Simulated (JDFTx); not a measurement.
Reference run:

Ni(100) slab cut from bulk Ni (space group Fm-3m, indices of the conventional cell, lattice of the Materials Project entry mp-23, not re-optimised): 5 atoms in 5 planes, a 1x1 cell of 6.04 Å² (|a| = 2.457, |b| = 2.457 Å), 7.0 Å between the outermost planes, cell height 23.0 Å, 10×10×1 k mesh, Fermi smearing 0.004 Ha, spin-polarised from a ferromagnetic start.

Reference level: PBE, GBRV ultrasoft potentials, plane waves to 20/100 Ha, in JDFTx (a modified build). Unrelaxed; liquid: CANDLE, water, 1 M KF. Potentials refer to SHE, placed 4.44 V below the bulk liquid's zero by convention.

```tsv
run	F per atom, vacuum (eV)	TS per atom (eV)	k states (both spins)	plane waves per k	work function (eV)	U_pzc (V)
run 1	-4659.325	0.102	42	4004	4.91	0.16
run 2 (reference)	-4659.307	0.065	42	4004	4.92	0.17
run 3	-4659.293	0.037	42	4004	4.93	0.18
```

Problem. One setting differs between these runs. Which?
A) k mesh
B) Fermi smearing width
C) slab thickness
D) density cutoff alone

Solution. B, Fermi smearing width. The values, in order: 0.005 Ha; 0.004 Ha; 0.003 Ha.
